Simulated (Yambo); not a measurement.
GaN (wurtzite, space group P6_3mc, No. 186), G0W0@PBEsol in Yambo with this input:

```
rim_cut
gw0
dyson
el_el_corr
HF_and_locXC
ppa
em1d
RandQpts= 1000000
RandGvec= 1 Ry
EXXRLvcs= 84 Ry
VXCRLvcs= 336 Ry
Chimod= "HARTREE"
% BndsRnXp
 1 | 188 |
%
NGsBlkXp= 8 Ry
% LongDrXp
 1.0 | 1.0 | 1.0 |
%
PPAPntXp= 27.2114 eV
% GbndRnge
 1 | 188 |
%
GTermKind= "BG"
DysSolver= "n"
ExtendOut
```

On a 6×6×2 mesh, with wavefunctions cut at 84 Ry, the gap (Γ → Γ) is 2.419 eV and the valence edge shifts by -0.099 eV.

Task: What happens with this change: 96 bands in W?

Result: The gap rises by 0.061 eV, to 2.480 eV; the shift of the valence edge becomes 0.030 eV. Neither run is shown to be the converged limit.

The standard potential for Ga keeps a d shell in the valence without the s and p states of that shell. In tests on such compounds this moved G0W0 gaps by up to about 0.9 eV, so absolute quasiparticle energies here are unreliable; differences between settings are what counts.

Spin-orbit coupling is included.

Geometry relaxed with PBEsol; primitive cell a = b = 3.184 Å, c = 5.187 Å, α = β = 90.00°, γ = 120.00°.

A shift is the quasiparticle energy of the state minus its PBEsol energy.
